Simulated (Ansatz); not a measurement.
Level of theory: DFT PBE, scalar-relativistic, plane waves, PAW (Ansatz 0.2.0). Settings: cutoff 420 eV, Γ-centred meshes spaced at most about 0.3 Å⁻¹ (2π included), Gaussian smearing. No spin polarisation in the final relaxations.

These are static total energies at zero pressure. All come from trial cells, and lower structures may exist.

Question: These unrelaxed guesses for Lu₂NF₃ are each relaxed within their symmetry. Order them by the energy at which they end, lowest first.
1.

```
CELL_PARAMETERS angstrom
3.45288 0.00000 0.00000
0.00000 3.45288 0.00000
0.00000 0.00000 7.62107
ATOMIC_POSITIONS crystal
Lu 0.00000 0.50000 0.73650
Lu 0.50000 0.00000 0.26350
N 0.00000 0.00000 0.00000
F 0.50000 0.50000 0.00000
F 0.00000 0.50000 0.38350
F 0.50000 0.00000 0.61650
```

2.

```
CELL_PARAMETERS angstrom
4.24509 0.00000 0.00000
-2.12254 3.67635 0.00000
0.00000 0.00000 6.77949
ATOMIC_POSITIONS crystal
Lu 0.33333 0.66667 0.25534
Lu 0.66667 0.33333 0.74466
N 0.00000 0.00000 0.00000
F 0.33333 0.66667 0.64572
F 0.66667 0.33333 0.35428
F 0.00000 0.00000 0.50000
```

Answer: 1 (ends in P-4m2, 0 meV/atom), 2 (ends in P-3m1, 60 meV/atom).

Cells relaxed within their symmetry can be saddle points. Some candidate types were left out of the draw beforehand, so a known form may be missing.
